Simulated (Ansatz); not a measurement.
The guess for Ni₃N₂ was made by a generator: random cell by space group and Wyckoff sites (P6/mmm, No. 191). The dimensions are guesses.

```
CELL_PARAMETERS angstrom
3.77994 0.00000 0.00000
-1.88997 3.27352 0.00000
0.00000 0.00000 4.14294
ATOMIC_POSITIONS crystal
Ni 0.33333 0.66667 0.50000
Ni 0.66667 0.33333 0.50000
Ni 0.00000 0.00000 0.00000
N 0.00000 0.00000 0.34989
N 0.00000 0.00000 0.65011
```

These are results of DFT PBE, scalar-relativistic, plane waves, PAW in Ansatz, not measurements. Cutoff 420 eV, Gaussian smearing, Γ-centred meshes. Cell and atoms relax first on a coarse mesh and then on a finer one. In between, the cell is made exact in the group found at 0.06 Å. In metals the finer mesh still leaves noise of several meV/atom or more. The steps can't lower the symmetry of their start. Collinear spin, starting moments Ni 2.0 (×3) μB.

A guess keeps its type if space group and coordination stay and the shape of the cell changes little (axis ratios within about 15 %, angles within 6°); the volume may change.

Question: Does it keep its structure type, or change into something else?

Answer: It keeps its type. The symmetry stays P6/mmm (No. 191). The volume per atom grows by 30.2 %, from 10.3 to 13.3 Å³. The shortest distance goes from 1.24 Å (N–N) to 1.23 Å (N–N). The ratio c/a of the conventional cell changes by a factor of 1.05. Counting neighbours within 15 % of an atom's shortest distance, the start has N 1, Ni 2/9 and the end N 1, Ni 2/9.

Energies over the elements count from the elements' standard structures at the same level (N₂ as a molecule), with no fitted energy shifts.

Question: At what energy does it end?

Answer: +1.15 eV/atom. It can't be a ground state, since the elements alone are lower.

The last run used collinear spin, a 12×12×8 mesh (in the run's order of axes) for its 5-atom cell and Gaussian smearing of 0.10 eV. The magnetic state reached may not be the lowest. A structure relaxed within its symmetry needn't be a true minimum.

In counts of neighbours, a slash parts the counts of unlike sites.
